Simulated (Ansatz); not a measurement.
## Nb: frozen-core PAW against all-electron methods

```
CELL_PARAMETERS angstrom
0.00000 2.11500 2.13615
2.11500 0.00000 2.13615
2.11500 2.11500 0.00000
ATOMIC_POSITIONS crystal
Nb 0.00000 0.00000 0.00000
```

The conventional cell has a = 2.991 Å, b = 2.991 Å, c = 4.272 Å, α = 90.00°, β = 90.00°, γ = 90.00°. Nb (atom 1) has 12 Nb at 2.99 to 3.01 Å as nearest neighbours.

The geometry is COD entry 1534903, unchecked; take it as a test cell. The listed cell was then made from it by scaling, straining or moving an atom.

Levels of theory: DFT, LDA, PAW with Ansatz's default frozen-core files, scalar-relativistic (Ansatz 0.2.0); DFT, LDA, all-electron LAPW, scalar-relativistic (Ansatz 0.2.0).

For PAW: a Γ-centred 13×13×13 k mesh, Fermi–Dirac smearing of 0.03 eV, cutoff 420 eV, no spin polarisation; the PAW files were made with PBE, and the program remakes their frozen cores for this functional. LAPW targets a basis error of 0.5 meV/atom. The Ansatz runs share mesh, smearing and spin set-up. Plane-wave (PAW) pressures include the program's estimate of the Pulay term.

Stress and pressure are positive in compression.

PAW results:

| quantity | PAW |
| --- | --- |
| pressure (GPa) | -11.75 |
| stress xx (GPa) | -12.65 |
| stress zz (GPa) | -9.96 |

Problem. What does LAPW (all electrons) give for the same quantities?

Solution. 
| quantity | LAPW |
| --- | --- |
| pressure (GPa) | -11.77 |
| stress xx (GPa) | -12.66 |
| stress zz (GPa) | -9.97 |
